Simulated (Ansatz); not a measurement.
AgNb$_{2}$CO$_{2}$:
```yaml
crystal:
  lattice:
    - [3.07978, 0.00000, 0.00000]
    - [-1.53989, 2.66717, 0.00000]
    - [0.00000, 0.00000, 9.69985]
  atoms:
    - { symbol: O, position: [0.33333, 0.66667, 0.75429] }
    - { symbol: Nb, position: [0.66667, 0.33333, 0.87224] }
    - { symbol: C, position: [0.00000, 0.00000, 0.00000] }
    - { symbol: Nb, position: [0.33333, 0.66667, 0.12776] }
    - { symbol: O, position: [0.66667, 0.33333, 0.24571] }
    - { symbol: Ag, position: [0.00000, 0.00000, 0.50000] }
```

Relaxed with PBE+D3(BJ). Special points in fractions of this cell's reciprocal vectors: Γ (0.000, 0.000, 0.000); M (0.500, 0.000, 0.000); K (0.333, 0.333, 0.000); A (0.000, 0.000, 0.500); L (0.500, 0.000, 0.500); H (0.333, 0.333, 0.500).

Problem. List the band energies nearest the Fermi level at these points for the program Ansatz at the PBE+D3(BJ) level (PAW).

Solution. In eV from the Fermi level; about four levels below and three above (degenerate sets whole), none deeper than 8.9 eV; points with the same levels are listed once.

| k | below | above |
|---|---|---|
| Γ | -2.12 -2.12 -1.77 -0.74 -0.74 | 0.25 1.31 1.31 |
| M | -2.89 -2.82 -2.39 -1.87 | 1.01 2.30 2.50 |
| K | -3.42 -3.42 -3.11 -3.11 -2.87 | 0.40 1.04 1.04 |
| A | -0.81 -0.74 -0.74 -0.16 | 1.31 1.31 2.57 |
| L | -2.66 -2.46 -2.39 -2.08 | 1.04 2.30 2.38 |
| H | -3.40 -3.40 -3.15 -3.15 -2.87 | 0.40 1.07 1.07 |

Space group P-3m1. A made-up cell: these elements were put on the sites of a structure type; neither database checked (COD, Materials Project) lists it. Its standing as an ambient phase is unchecked. The cell was relaxed with PBE+D3(BJ) under the symmetry of its start. At this level the phase is mechanically unstable. The run is not spin-polarised. With an odd number of electrons in the cell and no spin polarisation, the count alone makes it a metal. Spin–orbit coupling is left out wherever it is not named.

Potentials: the later of the program's two PAW sets.
